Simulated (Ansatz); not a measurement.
CaSe:
```yaml
crystal:
  lattice:
    - [0.00000, 2.97894, 2.97894]
    - [2.97894, 0.00000, 2.97894]
    - [2.97894, 2.97894, 0.00000]
  atoms:
    - { symbol: Ca, position: [0.00000, 0.00000, 0.00000] }
    - { symbol: Se, position: [0.50000, 0.50000, 0.50000] }
```

The program Ansatz at the PBE level (PAW) gives a gap of 2.08 eV without spin–orbit coupling, maximum at Γ, minimum at X.

Question: What happens when spin–orbit coupling is switched on?

Answer: The gap shrinks by 0.13 eV, to 1.95 eV; maximum at Γ, minimum at X.

Question: How large is the spin–orbit splitting of the valence top at Γ?

Answer: The fourfold level lies 0.41 eV above the split-off pair.

Question: Give the electron effective mass with spin–orbit coupling.

Answer: 0.29, 0.29, 1.4 mₑ (principal values).

Question: Give the hole effective mass with spin–orbit coupling, band 1 of 2 at the edge.

Answer: 0.94 along [100], 0.77 along [110], 0.73 along [111] (mₑ).

Question: Give the hole effective mass with spin–orbit coupling, band 2 of 2 at the edge.

Answer: 0.24 along [100], 0.25 along [110], 0.25 along [111] (mₑ).

Space group Fm-3m (rock salt). The cell was relaxed with PBE under the symmetry of its start; phonons on a q-mesh show no instability.

Potentials: the later of the program's two PAW sets.
